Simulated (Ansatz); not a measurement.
Does relaxation matter for the field gradients of BP with sulfur replacing P?

Start: a supercell of BP (zinc blende type, F-43m) built from an entry of the Crystallography Open Database (COD), with all atoms left at the host's positions.

Space group F-43m (No. 216); a = 13.6140 Å.

```csv
site,Wyckoff,site symmetry,x,y,z
B1,16e,.3m,0.4167,0.0833,0.4167
B3,24g,2.mm,0.7500,0.0833,0.7500
B5,48h,..m,0.7500,0.9167,0.5833
B14,4d,-43m,0.7500,0.7500,0.7500
B18,16e,.3m,0.0833,0.5833,0.9167
S,4a,-43m,0.5000,0.0000,0.5000
P29,48h,..m,0.6667,0.0000,0.6667
P32,16e,.3m,0.8333,0.8333,0.6667
P36,16e,.3m,0.1667,0.6667,0.8333
P42,24f,2.mm,0.0000,0.6667,0.0000
```

One atom of each set is listed; the run and its k-mesh use a cell of 54 atoms with edges of 9.63, 9.63, 9.63 Å.

The numbers come from a DFT calculation in Ansatz (PBE, plane waves and PAW, scalar-relativistic, collinear spin, 420 eV cutoff, Γ-centred 3×3×3 k-points, Fermi–Dirac smearing 0.01 eV). Start moments as typed (μB): 1 on each S, none on the rest.

The largest force at the start is 0.35 eV/Å. Relaxing the ions at fixed cell moves them by 0.025 Å at most (atom 2, B) and 0.010 Å rms.

```tsv
site	moved (Å)	first shell before	first shell after	V_zz before (10²¹ V/m²)	η before
B1	0.025	1 S at 1.97 Å, 3 P at 1.97 Å	3 P at 1.97 Å, 1 S at 1.99 Å	1.35	0.00
B3	0.008	4 P at 1.97 Å	4 P at 1.96–1.97 Å	0.13	0.71
B5	0.005	4 P at 1.97 Å	4 P at 1.96 Å	-0.054	0.53
S	0.000	4 B at 1.97 Å	4 B at 1.99 Å	0.00	–
P29	0.012	4 B at 1.97 Å	4 B at 1.96–1.97 Å	1.06	0.18
P32	0.001	4 B at 1.97 Å	4 B at 1.96 Å	-0.20	0.00
P36	0.003	4 B at 1.97 Å	4 B at 1.96 Å	-0.20	0.00
P42	0.002	4 B at 1.97 Å	4 B at 1.96 Å	-0.12	0.57
```

Task: How do the gradients change?

Result: 

| site | V_zz after | η after | change of V_zz |
| --- | --- | --- | --- |
| B1 | 1.43 | 0.00 | +0.08 |
| B3 | 0.14 | 0.83 | +0.01 |
| B5 | -0.052 | 0.50 | 0.00 |
| S | 0.00 | – | 0.00 |
| P29 | 1.02 | 0.24 | -0.04 |
| P32 | -0.16 | 0.00 | +0.04 |
| P36 | -0.14 | 0.00 | +0.06 |
| P42 | -0.14 | 0.68 | -0.02 |

The largest change of V_zz is on B1, from 1.35 to 1.43. Other sites with |V_zz| of 0.02 or less aren't listed.

The defect repeats with the cell of 54 atoms, so it feels its images: sites between two images don't show the values beside a lone defect, and zeros or small values of η there can come from the images' arrangement. The defect cell has no gap above 0.1 eV on its mesh, so the values can hang on the smearing and the k-mesh. The start moments die out, and the run ends without spin.
Before: The neighbours have not yet relaxed around the defect (largest force 0.35 eV/Å), so a real crystal will differ.
After: The relaxation keeps the site symmetry -43m of the start, so the impurity can't leave its site; a distortion that would localise the partly filled state isn't explored.
